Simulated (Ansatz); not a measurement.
Given:

AlMo2C:
```
CELL_PARAMETERS angstrom
      3.02453     0.00000     0.00000
     -1.51227     2.61932     0.00000
      0.00000     0.00000    13.47909
ATOMIC_POSITIONS crystal
  Al 0.66667 0.33333 0.25000
  Al 0.33333 0.66667 0.75000
  Mo 0.66667 0.33333 0.91097
  Mo 0.33333 0.66667 0.08903
  Mo 0.33333 0.66667 0.41097
  Mo 0.66667 0.33333 0.58903
  C  0.00000 0.00000 0.00000
  C  0.00000 0.00000 0.50000
```

This is the PBE-relaxed structure.

Question: All from DFT-PBE in the program Ansatz with PAW potentials, unless another level is named. Estimate the electronic character.

Answer: metallic (no gap).

Question: What about the density of states at the Fermi level?

Answer: 0.46 states/eV per atom (mean over ±0.08 eV).

Question: And the gap with spin–orbit coupling?

Answer: none (metallic).

Space group P6_3/mmc. The start of the workflow was typed in or built on a structure type; neither database checked (COD, Materials Project) lists it. Its standing as an ambient phase is unchecked. The cell was relaxed with PBE under the symmetry of its start; its stability against distortions is not shown here. No spin polarisation was allowed. Spin–orbit coupling is left out wherever it is not named.

Potentials: the earlier of the program's two PAW sets.
